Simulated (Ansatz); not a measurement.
Si3N4:
```xyz
14
Lattice="-3.2273 3.2273 3.2273 3.2273 -3.2273 3.2273 3.2273 3.2273 -3.2273" Properties=species:S:1:pos:R:3 pbc="T T T"
N      1.8121     1.8121     1.8121
N      0.1985    -0.1985     3.0289
N      1.4152     4.6425    -1.4152
N      3.0289     0.1985    -0.1985
N     -1.4152     1.4152     4.6425
N      0.1985     0.1985     0.1985
N      4.6425    -1.4152     1.4152
N     -0.1985     3.0289     0.1985
Si     2.4205     3.2273    -1.6137
Si    -1.6137     2.4205     3.2273
Si     0.8068     3.2273     1.6137
Si     1.6137     0.8068     3.2273
Si     3.2273    -1.6137     2.4205
Si     3.2273     1.6137     0.8068
```

Relaxed with PBEsol.

Give the optical modes at the zone centre with their infrared activity from DFPT, the program Ansatz at the PBEsol level (PAW).

Transverse frequencies, without the LO–TO term; a row sums one degenerate level.

| ω (cm⁻¹) | degeneracy | IR ((D/Å)²/amu) | activity |
|---|---|---|---|
| 273 | 3 | 0.93 | IR |
| 321 | 1 | 0.00 | IR-inactive |
| 322 | 2 | 0.00 | IR-inactive |
| 350 | 3 | 0.00 | IR-inactive |
| 363 | 3 | 40.66 | IR |
| 475 | 3 | 0.00 | IR-inactive |
| 544 | 1 | 0.00 | IR-inactive |
| 621 | 1 | 0.00 | IR-inactive |
| 649 | 3 | 0.00 | IR-inactive |
| 676 | 3 | 0.00 | IR-inactive |
| 825 | 3 | 399.45 | IR |
| 827 | 2 | 0.00 | IR-inactive |
| 860 | 3 | 0.00 | IR-inactive |
| 880 | 3 | 5.96 | IR |
| 907 | 3 | 0.00 | IR-inactive |
| 921 | 2 | 0.00 | IR-inactive |

How high does the top mode go among those that the LO–TO term moves?

1075 cm⁻¹ for q along x.

Space group I-43d. The workflow started from an entry of the Crystallography Open Database (COD), which files this formula under 4 space groups. It is not the phase usual at ambient conditions (space group No. 176). Symmetry was held in the PBEsol relaxation; its stability against distortions is not shown here.

Potentials: the earlier of the program's two PAW sets. The files were generated under PBE; for other functionals the program regenerates the frozen cores, and for LDA and PBEsol the local potential too.
